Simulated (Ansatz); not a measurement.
CdTe (zinc blende)

```
CdTe
1.0
    0.00000     3.30930     3.30930
    3.30930     0.00000     3.30930
    3.30930     3.30930     0.00000
Te Cd
1 1
Direct
  0.75000   0.75000   0.75000
  0.00000   0.00000   0.00000
```

The volume is varied about the relaxed value V₀ at fixed cell shape. Symmetry pins the atoms to their sites.

Level of theory: PBE (plane waves to 420 eV, PAW, scalar-relativistic; Ansatz, a quantum-chemistry and plane-wave program). k mesh 9×9×9 (Γ-centred), Fermi-Dirac smearing 0.05 eV. E stands for the smeared free energy. Stress and pressure are positive under compression. CdTe was relaxed with its symmetry unable to fall. Spin-orbit coupling is left out, though Te is heavy. The PAW data are Ansatz's earlier set. The zero of ΔE is the relaxed starting cell.

```tsv
V (Å³/atom)	ΔE (meV/atom)
30.443	142.2
31.893	73.2
33.342	29.9
34.792	6.9
36.242	0.0
37.691	5.9
39.141	withheld
40.591	45.8
42.040	76.1
```

Fit a third-order Birch-Murnaghan form (E₀, V₀, B₀, B₀′ free) to the given rows and predict ΔE at V = 39.141.

Least squares on the 8 given rows: ΔE = E₀ + (9V₀B₀/16)·y²·[2 + (B₀′ − 4)y], y = (V₀/V)^(2/3) − 1, with V₀ = 36.246 Å³/atom, B₀ = 35.03 GPa (160.2 GPa = 1 eV/Å³; the term in eV is multiplied by 1000), B₀′ = 4.78, E₀ = 0.02 meV/atom; root-mean-square residual 0.02 meV/atom. At 39.141 the fit gives 21.8 meV/atom; the calculation gives 21.8 meV/atom, the same to the digits shown. For the pressure the fit gives -2.24 GPa against the computed -2.24 GPa.

(A scan under strain: stresses follow from slopes of the energy per volume, elastic moduli from its curvatures.)
